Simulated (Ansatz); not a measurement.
# AgRh: which magnetic state is lowest?

Theory: DFT PBE, scalar-relativistic, plane waves, PAW (Ansatz 0.2.0).

```
CELL_PARAMETERS angstrom
2.77759 0.00000 0.00000
-1.38879 2.40546 0.00000
0.00000 0.00000 4.80860
ATOMIC_POSITIONS crystal
Ag 0.00000 0.00000 0.50000
Rh 0.66667 0.33333 0.00000
```

```json
{"plane-wave cutoff": "420 eV", "Γ-centred k-mesh": "18×18×10", "occupation rule": "Gaussian smearing, 0.1 eV", "list of starting moments (μB, in atom order)": "0 1", "check for lower electronic states after the SCF": "off"}
```

Each order was relaxed in cell and atoms. A propagation vector, in units of the reciprocal vectors, doubles the cell, which takes an equally dense mesh. Site moments are spin moments in atom-centred spheres that scale with the neighbour distance. The states are those that the runs reached from these starts; a lower one can exist.

```tsv
start	ends	energy above lowest (meV/atom)	site moments (μB)	gap on mesh (eV)	volume (Å³/atom)
no spin	non-magnetic	3.61	none over 0.05	metal	15.82
ferromagnetic	ferromagnetic	0.00	Rh +0.45	metal	15.85
antiferromagnetic, doubled cell, propagation vector (0, 0, 1/2)	antiferromagnetic	2.81	Rh +0.23, Rh -0.23	metal	15.83
```

Cost: 3 runs of about 8 core-minutes in all, on Arm Neoverse V2 (shared hosts).